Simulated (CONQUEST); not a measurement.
Input and output of a self-consistent single point for InBi (P4/nmm, 4 atoms in the cell; from Materials Project mp-23313, lattice scaled a little) (CONQUEST).

Computed with LDA (PZ81), numerical atomic orbitals double-zeta with polarisation (the shipped basis), PseudoDojo norm-conserving potentials made for LDA in CONQUEST.

```
CELL_PARAMETERS angstrom
      5.03015     0.00000     0.00000
      0.00000     5.03015     0.00000
      0.00000     0.00000     5.34918
ATOMIC_POSITIONS crystal
  In 0.50000 0.50000 0.00000
  In 0.00000 0.00000 0.00000
  Bi 0.50000 0.00000 0.36001
  Bi 0.00000 0.50000 0.63999
```

Reference input (self-consistent single point, DFT, PBEsol, numerical atomic orbitals double-zeta with polarisation (the shipped basis), PseudoDojo norm-conserving potentials made for PBEsol): basis = DZP; Diag.MPMeshX, Y, Z = 5 5 4; potentials = PseudoDojo norm-conserving PBEsol; Grid.GridCutoff = 175 Ha; DM.SolutionMethod = diagon; Diag.kT = 0.003675 Ha; Diag.GammaCentred = true; minE.SCTolerance = 1.0e-06; SC.MaxIters = 100; SC.LinearMixingFactor = 0.5; SC.KerkerPreCondition = true; SC.KerkerFactor = 0.3 1/bohr. This run's input differs from it in these lines:

```diff
@@ -1,2 +1,2 @@
-# files in the folder: In.ion Bi.ion (PseudoDojo PBEsol potentials, DZP orbitals)
+# files in the folder: In.ion Bi.ion (PseudoDojo LDA potentials, DZP orbitals)
 # file: Conquest_input
@@ -12,2 +12,4 @@
 %endblock
+General.DifferentFunctional    T
+General.FunctionalType         1
```

Output (repeated stretches shortened):

```
    PulayMixSC: Starting Pulay mixing, A_up =  0.500 A_dn =  0.500
    PulayMixSC: Spin non-polarised calculation.
    PulayMixSC: with Kerker preconditioning, q0 =  0.300
          Harris-Foulkes Energy            :      -296.265218134223574 Ha
          Free Energy (E-TS)               :      -296.267011129774289 Ha
    PulayMixSC: Pulay iteration     1 residual:              0.10649E-02
          Harris-Foulkes Energy            :      -296.260126793953646 Ha
          Free Energy (E-TS)               :      -296.261921282052128 Ha
    PulayMixSC: Pulay iteration     2 residual:              0.73578E-03
   [... lines left out ...]
          Free Energy (E-TS)               :      -296.256121780132275 Ha
    PulayMixSC: Pulay iteration     8 residual:              0.46414E-05
          Harris-Foulkes Energy            :      -296.254339230464780 Ha
          Free Energy (E-TS)               :      -296.256121476055853 Ha
    PulayMixSC: Pulay iteration     9 residual:              0.15513E-05
          Harris-Foulkes Energy            :      -296.254339540075932 Ha
          Free Energy (E-TS)               :      -296.256121965344789 Ha
    PulayMixSC: Pulay iteration    10 residual:              0.71138E-06
    PulayMixSC: Reached SCF tolerance of  0.71138E-06 after     10 iterations
      | Number of electrons      =        56.000097
      | GS Energy as E-(1/2)TS   =      -296.255230752710361 Ha
      | Free Energy as E-TS      =      -296.256121965344789 Ha
      |* Harris-Foulkes energy   =      -296.254339540075932 Ha
      |* DFT total energy        =      -296.254339527388993 Ha

    force: Forces on atoms (Ha/a0)
    force:  Atom   X              Y              Z
    force:     1   0.0000000000   0.0000000000   0.0000000000
    force:     2  -0.0000000000  -0.0000000000  -0.0000000000
    force:     3   0.0000000000  -0.0000000000  -0.0018664434
    force:     4   0.0000000000   0.0000000000   0.0018664434

    force: Maximum force :        0.00186644(Ha/a0) on atom         4 in z direction
    force: Force Residual:        0.00131977 Ha/a0
    force: Total stress:          4.66177794     0.00000000     0.00000000 GPa
                            -0.00000000     4.66177794     0.00000000
                             0.00000000     0.00000000     4.58137314
    force: Average pressure:     -4.63497634 GPa

    get_E_and_F: Change in energy during last step of electronic optimisation: -0.30961E-06
```

The run converged in 10 iterations. CONQUEST prints the stress tensor with tension positive. Against the reference run the pressure goes from -3.39 to -4.63 GPa.

The program uses no crystal symmetry, so grid and mesh can part values that symmetry would make equal. The atom-centred basis is finite, which shifts total energies and pressures against plane waves. The structure comes from a collection of computed structures, made at another level of theory; the collection holds predicted forms beside known ones. Its lattice was then scaled. No clean gap shows at this smearing width and mesh (spacing up to 0.29 Å⁻¹); the mesh is coarse for partly filled bands, so the values carry mesh errors. Semi-local functionals can close small gaps.

Cost on one core: roughly 50 core-seconds.
